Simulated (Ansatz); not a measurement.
The calculation used DFT PBE, scalar-relativistic, plane waves, PAW (Ansatz 0.2.0). Cutoff 420 eV, Γ-centred 6×6×4 mesh (12-atom cell), Gaussian smearing of 0.02 eV, no spin polarisation.

Energies over the elements count from the elements' standard structures at the same level (O₂ as a molecule), with no fitted energy shifts.

Question: Give a relaxed trial structure of a triclinic wide-gap insulator made of Hf, O and Si, with a gap near 5.0 eV, a formation energy near −2.88 eV/atom and a density near 2.92 g/cm³, in a cell of 12 atoms.

Answer: HfSi3O8, space group P1 (No. 1). Around Hf lie 4 O at 1.94–1.95 Å; Si on its first site is surrounded by 4 O at 1.62–1.63 Å; Si on its second site has 4 O at 1.62–1.63 Å; around O on its first site lie 1 Si at 1.63 Å and 1 Hf at 1.94 Å; 8 more sites not described.

Space group P1 (No. 1). a = 5.296 Å, b = 5.303 Å, c = 9.106 Å, α = 90.32°, β = 90.89°, γ = 119.69°
| atom | site | symmetry | x | y | z |
| --- | --- | --- | --- | --- | --- |
| Hf | 1a | 1 | 0.3213 | 0.6576 | 0.9375 |
| Si | 1a | 1 | 0.6794 | 0.3442 | 0.4326 |
| Si | 1a | 1 | 0.6509 | 0.3195 | 0.0808 |
| Si | 1a | 1 | 0.3493 | 0.6797 | 0.5469 |
| O | 1a | 1 | 0.6230 | 0.0098 | 0.0330 |
| O | 1a | 1 | 0.5300 | 0.5116 | 0.5121 |
| O | 1a | 1 | 0.0281 | 0.5105 | 0.4676 |
| O | 1a | 1 | 0.9578 | 0.5820 | 0.0228 |
| O | 1a | 1 | 0.3152 | 0.6860 | 0.7237 |
| O | 1a | 1 | 0.6261 | 0.3435 | 0.2569 |
| O | 1a | 1 | 0.5308 | 0.0111 | 0.4882 |
| O | 1a | 1 | 0.3882 | 0.3445 | 0.9980 |

The volume per atom is 18.51 Å³, the density is 2.92 g/cm³ and the energy over the elements is −2.881 eV/atom. The gap on the 6×6×4 mesh of the 12-atom cell is 5.02 eV.

The cell was found from a structure generator's guess, not taken from experiment. The answer needn't be unique; the calculation gave this one.

Spin–orbit coupling, which can matter for Hf, is left out. Kohn–Sham gaps at this level usually fall short of measured ones. A later test with randomly moved atoms came back to the same energy, though modes that don't fit the test's cell weren't probed.
